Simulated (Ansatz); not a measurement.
MgF$_{2}$ (rutile, P4_2/mnm), plane-wave PAW PBEsol (Ansatz code). The conduction-band minimum lies at Γ, with 1 equivalent valley. Second derivatives d²E/dk² of the lowest band at one valley (eV·Å²), along Cartesian directions:

```
direction  d²E/dk²
---------  -------
[100]        14.33
[010]        14.33
[001]        15.00
[110]        14.33
[101]        14.66
[011]        14.66
```

Q: Find the principal effective masses, the density-of-states mass and the conductivity mass.

A: Off-diagonal terms follow from H_xy = H[110] − (H_xx + H_yy)/2, and m*/mₑ = 7.620 eV·Å² over each eigenvalue: 0.51, 0.53, 0.53. One valley's DOS mass (m₁m₂m₃)^(1/3) = 0.52, conductivity mass 3/(Σ 1/mᵢ) = 0.52 mₑ.

Q: What effective density of states Nc follows at 300 K for parabolic valleys?

A: Nc = 2.509e19 × 1 × (0.52)^(3/2) ≈ 9.4e18 cm⁻³.

The PBEsol relaxation kept the symmetry of its start.

Potentials: the earlier of the program's two PAW sets. The files were generated under PBE; for other functionals the program regenerates the frozen cores, and for LDA and PBEsol the local potential too.

Edges and masses are those of Kohn–Sham bands, whose gap is no quasiparticle gap.
